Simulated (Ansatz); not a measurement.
Problem. Volume from LDA minus that from r²SCAN (% of the latter), each on its own relaxed cell (Ansatz, a program for electronic structure, plane waves, PAW; no spin–orbit coupling, no Hubbard U), over 38 phases of the class «halides»: what sign and size do you expect?

Solution. Mean -8.0 %, median -8.0 %, mean absolute 8.0 %; eight in ten lie between -11.7 and -4.8 %, and 0 % are above zero.

Some cases that may be named, with their rank among the 38 from the lowest: CuI, P-3m1 (Cu on 2d, I on 2d) -11.9 % (rank 3); MgI2, CdI2 type -11.6 % (rank 5); SrCl2, fluorite -8.1 % (rank 19); CsPbCl3, cubic perovskite -8.0 % (rank 20); TaF3, ReO3 type -4.3 % (rank 36); ScF3, ReO3 type -4.2 % (rank 37).

The phases are those computed here (of each formula those with measured values and the lowest at some level), not a balanced benchmark, and neither functional is the truth. Pairs that end in unlike spin orders or unlike minima (c/a over 6 % apart, 30 % for weakly bound crystals), magnets with 4f shells, solids of gases and phases set aside for tests are left out.

3 are weakly bound layers, chains or molecules.

Not the usual ambient phase: CuI, P-3m1 (Cu on 2d, I on 2d); CsPbCl3, cubic perovskite. Standing as an ambient phase not checked: TaF3, ReO3 type; ScF3, ReO3 type. Weakly bound layers, chains or molecules computed without a dispersion correction, so cells and soft constants are ill determined: CuI, P-3m1 (Cu on 2d, I on 2d) with LDA; CuI, P-3m1 (Cu on 2d, I on 2d) with r²SCAN; MgI2, CdI2 type with LDA; MgI2, CdI2 type with r²SCAN. Unstable at this level: CsPbCl3, cubic perovskite with LDA; TaF3, ReO3 type with LDA; TaF3, ReO3 type with r²SCAN. All cells were relaxed under the symmetry of their starts (and spin orders); stability against distortions was not tested throughout. Named crystals with no word on spin ran without spin polarisation. Scalar-relativistic: spin–orbit coupling is off unless named, which matters more the heavier the elements.

Potentials: the later of the program's two PAW sets.

Ansatz is a plane-wave DFT program.
